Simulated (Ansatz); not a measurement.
# From three elastic constants to directional properties of CsH

Method: DFT PBEsol, scalar-relativistic, plane waves, PAW (Ansatz). Cutoff 420 eV, 8×8×8 k-points (Γ-centred), fixed occupations. No spin polarisation.

The cell is fixed (symmetry leaves no force on the atoms) and stands under -0.1 GPa:
```xyz
2
Lattice="0.0000 3.1339 3.1339 3.1339 0.0000 3.1339 3.1339 3.1339 0.0000" Properties=species:S:1:pos:R:3 pbc="T T T"
Cs    0.0000    0.0000    0.0000
H     3.1339    3.1339    3.1339
```

The cell is the ideal cubic rocksalt prototype.

With ions relaxed, on the cubic axes: C11 = 25.5, C12 = 2.0, C44 = 5.4 GPa. The density is 3.612 g/cm³. Zone-centre modes weren't checked beside this run.

Question: Is the crystal stable against strain, and how anisotropic is it?

Answer: Born's conditions hold: C11 + 2C12 = 29.5, C11 − C12 = 23.4 and C44 = 5.4 GPa are all positive. B = (C11 + 2C12)/3 = 9.8 GPa. The two shear moduli are C44 and C′ = (C11 − C12)/2 = 11.7 GPa, so Zener's ratio is A = C44/C′ = 0.46: the shear C44 is the soft one, as in NaCl, KCl, the halide perovskites and the bcc metals V, Nb, Cr and Mo. The Cauchy pressure C12 − C44 is -3.4 GPa; it would vanish for pair forces between atoms on inversion centres at zero pressure, and a negative value is usual with directional bonding, though many-body forces give one in some ionic oxides too.

Question: Give the sound speeds along the three symmetry directions.

Answer: The Christoffel equation gives ρv² for each branch:
```tsv
direction	branch	ρv²	GPa	v (m/s)
[100]	L	C11	25.5	2655
[100]	T (×2)	C44	5.4	1224
[110]	L	(C11 + C12 + 2C44)/2	19.2	2303
[110]	T, u ∥ [001]	C44	5.4	1224
[110]	T, u ∥ [1-10]	(C11 − C12)/2	11.7	1802
[111]	L	(C11 + 2C12 + 4C44)/3	17.1	2173
[111]	T (×2)	(C11 − C12 + C44)/3	9.6	1632
```

Question: How does Young's modulus depend on direction?

Answer: Inverting gives S11 = 39.725, S12 = -2.919, S44 = 184.843 TPa⁻¹. Along a unit vector (l, m, n), 1/E = S11 − 2(S11 − S12 − S44/2)(l²m² + m²n² + n²l²), where the last bracket is 0, 1/4 and 1/3 for [100], [110] and [111]: E = 25, 15 and 14 GPa. With A < 1 the cube edge is stiffest. For a film on (001), the biaxial modulus is C11 + C12 − 2C12²/C11 = 27 GPa and the normal strain is −2C12/C11 = -0.16 times the in-plane one.

Cost: 1 run of about 0.34 core-minutes, on Arm Neoverse N1 (shared hosts).